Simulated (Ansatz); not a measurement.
Values for one crystal, relaxed and computed with the program Ansatz at the r²SCAN level (PAW); other levels are named.

```yaml
volume_per_atom: 20.72 Å³
band_gap: 4.91 eV (indirect)
hole_effective_mass: 0.51, 4.2, 4.2 mₑ (principal values)
electron_effective_mass: 0.38 mₑ (isotropic)
smallest_direct_gap_on_the_standard_path: 5.45 eV
HSE06 gap on the r²SCAN cell: 5.43 eV
zone_centre_stability: no imaginary mode at Γ
```

### Question
Which of these materials gives this?
A) NaCl, CsCl type
B) LuCl3, P6_3/mmc (Lu on 2d, Cl on 6h)
C) ZnS, wurtzite
D) CsBr, CsCl type

### Answer
A, NaCl, CsCl type

Space group Pm-3m (CsCl type). This is a known high-pressure phase of the composition, computed here at zero pressure and temperature. Symmetry was held in the r²SCAN relaxation. At this level the phase is dynamically unstable (imaginary phonons).

Potentials: the later of the program's two PAW sets.
